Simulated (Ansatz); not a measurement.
## Notes on Sr₄BeCr₂

```xyz
7
Lattice="2.6249 4.5465 0.0000 -2.6249 4.5465 0.0000 0.0000 -3.0310 7.9477" Properties=species:S:1:pos:R:3 pbc="T T T"
Be    0.0000    0.0000    0.0000
Sr    0.0000    3.0310    1.0209
Sr    0.0000    3.0310    6.9269
Cr    0.0000    0.0000    1.9039
Cr    0.0000    6.0620    6.0439
Sr    0.0000    0.0000    4.9673
Sr    0.0000    6.0620    2.9805
```

The numbers come from plane-wave PAW DFT (Ansatz): PBE, no spin polarisation, 420 eV, 8×8×8 Γ-centred k points, fermi-dirac occupations (width 0.1 eV). Nothing was relaxed.

**Question.** How is the charge shared?

**Answer.** Bader charges in e: Sr +0.76 to +0.98, Be +0.65, Cr -2.06. In the mean Sr gives up most and Cr takes most.

**Question.** Is there a gap?

**Answer.** It is a metal on this mesh, though the bands barely overlap, with about 20 states/eV a cell as the mean within 0.25 eV of the Fermi level, mostly Cr d (82 %).

**Question.** Which atom feels the largest force, and which way?

**Answer.** The largest is on Cr4 (and as large on other atoms): 2.21 eV/Å, components (0.00, 0.00, 2.21). It makes 180° with the line to a nearest neighbour, Be1 at 1.90 Å, pointing away from it.

**Question.** Is the cell too large or too small?

**Answer.** The pressure is 7.0 GPa (compression positive), so with the atoms held at these fractions the cell would first expand; the forces are large, so a full relaxation may end otherwise. The principal stresses 3.9, 3.9, 13.2 GPa differ, so its shape would change too.

**Question.** Is it stable against the elements?

**Answer.** 1.31 eV an atom against the elements' usual phases (free molecules for gases, crystals otherwise, with no correction for O₂ or N₂), so at this geometry it isn't bound against them. Relaxing would lower it.

Origin: a known structure type with other elements, at an estimated volume, so it need not be a known compound. Caveats: no spin polarisation, so a magnetic state may lie lower; atoms or cell far from equilibrium.
